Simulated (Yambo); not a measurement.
A G0W0@PBEsol run in Yambo for Ca2Ge (anti-fluorite, space group Fm-3m, No. 225) under isotropic strain of -3 % on all lattice vectors (4×4×4 Γ-centred k mesh, bands 3 to 170 and a 8 Ry block in the screening, 170 bands in G with the Bruneval-Gonze terminator, plasmon pole fitted at 27.2 eV) gives these matrix elements, in eV, at the band edges (X → X):

```json
[
 {"state": "valence edge", "E0": "0.000", "<Vxc>": "-10.999", "<Σx>": "-12.921", "<Σc(E0)>": "0.917", "Z": "0.767"},
 {"state": "conduction edge", "E0": "0.368", "<Vxc>": "-8.556", "<Σx>": "-5.039", "<Σc(E0)>": "-3.473", "Z": "0.780"}
]
```

Task: Solve the linearised quasiparticle equation for both states, give the gap, and say how exchange and correlation each act on it.

Result: E = E0 + Z(Σx + Σc − Vxc). Valence: 0.000 + 0.767 × (-12.921 + (0.917) − (-10.999)) = -0.77 eV. Conduction: 0.368 + 0.780 × (-5.039 + (-3.473) − (-8.556)) = 0.40 eV. The gap is 1.17 eV, against 0.37 eV in PBEsol. Replacing Vxc by bare exchange alone would open it by 5.44 eV; correlation takes back 4.39 eV of that, and Z scales what is left. Convergence of the G0W0 settings was not tested. Spin-orbit splittings are left out.

The standard potential for Ge keeps a d shell in the valence without the s and p states of that shell. In tests on such compounds this moved G0W0 gaps by up to about 0.9 eV, so absolute quasiparticle energies here are unreliable; differences between settings are what counts.

Geometry strained from the cell relaxed with PBEsol, atoms relaxed again; primitive cell a = b = c = 4.878 Å, α = β = γ = 60.00°.

The structure is a Materials Project entry; no match was found in the copy of COD used, and its stability was not checked.
